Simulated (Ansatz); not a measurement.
Here is the system:

MoPd:
```
MoPd
1.0
    0.00000     2.57261     2.57261
    2.57261     0.00000     2.57261
    2.57261     2.57261     0.00000
Pd Mo
1 1
Direct
  0.00000   0.00000   0.00000
  0.50000   0.50000   0.50000
```

This is the PBEsol-relaxed structure.

All from PBEsol in the plane-wave PAW code Ansatz, unless another level is named. Predict the formation energy from the elements (no fitted shifts).

1.14 eV/atom.

And the density of states at the Fermi level?

1.7 states/eV per atom (mean over ±0.08 eV).

Space group Fm-3m (rock salt). The start of the workflow was typed in or built on a structure type; neither database checked (COD, Materials Project) lists it. Whether it is the stable phase at ambient conditions was not checked. The cell was relaxed with PBEsol under the symmetry of its start. At this level the phase is mechanically unstable. The run is not spin-polarised. Its formation energy is positive at this level, so the cell may be metastable or incomplete. The references are the lowest solids computed at this level, not always the standard phases. Scalar-relativistic: spin–orbit coupling is off unless named, which matters more the heavier the elements.

Potentials: the later of the program's two PAW sets.
